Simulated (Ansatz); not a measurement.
ScPtN2:
```cif
data_N2PtSc
_chemical_formula_sum 'Sc1 Pt1 N2'
_space_group_name_H-M_alt 'P 1'
_space_group_IT_number 1
_cell_length_a 6.25878
_cell_length_b 6.25878
_cell_length_c 6.25878
_cell_angle_alpha 29.995
_cell_angle_beta 29.995
_cell_angle_gamma 29.995
loop_
_space_group_symop_operation_xyz
  'x, y, z'
loop_
_atom_site_label
_atom_site_type_symbol
_atom_site_fract_x
_atom_site_fract_y
_atom_site_fract_z
_atom_site_occupancy
Sc1 Sc 0.50000 0.50000 0.50000 1
Pt1 Pt 0.00000 0.00000 0.00000 1
N1 N 0.89550 0.89550 0.89550 1
N2 N 0.10450 0.10450 0.10450 1
```

Relaxed with r²SCAN.

Q: Tabulate the valence density and the electron localisation function along the shortest Sc–Sc contact (3.24 Å), the program Ansatz at the r²SCAN level (PAW).

A: 

| distance from Sc (Å) | density (e/Å³) | ELF |
|---|---|---|
| 0.32 | 6.59 | 0.45 |
| 0.49 | 4.75 | 0.71 |
| 0.65 | 2.53 | 0.73 |
| 0.81 | 1.02 | 0.51 |
| 0.97 | 0.39 | 0.15 |
| 1.13 | 0.21 | 0.05 |
| 1.30 | 0.16 | 0.07 |
| 1.46 | 0.16 | 0.10 |
| 1.62 | 0.16 | 0.11 |
| 1.78 | 0.16 | 0.10 |
| 1.94 | 0.16 | 0.07 |
| 2.11 | 0.21 | 0.05 |
| 2.27 | 0.39 | 0.15 |
| 2.43 | 1.02 | 0.51 |
| 2.59 | 2.53 | 0.73 |
| 2.75 | 4.75 | 0.71 |
| 2.92 | 6.59 | 0.45 |

The density is the valence pseudo-density with augmentation charge, so density and ELF within about 1 Å of a nucleus are not all-electron values.

Space group R-3m. The start of the workflow was typed in or built on a structure type; neither database checked (COD, Materials Project) lists it. Its standing as an ambient phase is unchecked. The cell was relaxed with r²SCAN under the symmetry of its start; its stability against distortions is not shown here. The run is not spin-polarised. Scalar-relativistic: spin–orbit coupling is off unless named, which matters more the heavier the elements.

Potentials: the later of the program's two PAW sets.
